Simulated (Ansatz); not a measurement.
Consider the following.

SrVO$_{3}$ (cubic perovskite)

```xyz
5
Lattice="3.8407 0.0000 0.0000 0.0000 3.8407 0.0000 0.0000 0.0000 3.8407" Properties=species:S:1:pos:R:3 pbc="T T T"
Sr     0.0000     0.0000     0.0000
V      1.9203     1.9203     1.9203
O      0.0000     1.9203     1.9203
O      1.9203     1.9203     0.0000
O      1.9203     0.0000     1.9203
```

Scan: atom 3 (O, nearest neighbour V at 1.920 Å; its periodic images, 3.8 Å or more away, move with it) is displaced along Cartesian x, direction (1.000, 0.000, 0.000) in Cartesian axes, by s. The other atoms stay.

Level of theory: r2SCAN (plane waves to 500 eV, PAW, scalar-relativistic; Ansatz, an electronic-structure program). k mesh 10×10×10 (Γ-centred), Fermi-Dirac smearing 0.05 eV. E stands for the smeared free energy. With partly filled bands, energies and forces of such displacements shift with the k mesh and the smearing. Relaxed SrVO3 ends ferromagnetic. SrVO3 is run spin-polarised and with no Hubbard U. SrVO3 was relaxed with its symmetry unable to fall. Other magnetic orders were not checked, so this need not be the ground state. ΔE is measured from the undisplaced structure.

The scan covers s from -0.190 to 0.190 Å in 11 points.

Problem. Is the energy the same for equal positive and negative displacements?

Solution. Even: the same for both signs. With its periodic images moving along, the atom's site symmetry in this cell is 4/mmm.

Problem. What force acts on the atom along the line at s = -0.190 Å?

Solution. 3.09 eV/Å.

Problem. What is the force constant k = d²E/ds² of this move at s = 0?

Solution. 12.8 eV/Å².

(For displaced atoms, the force is minus the slope of the energy, and its curvature is a force constant, which sets phonon frequencies.)
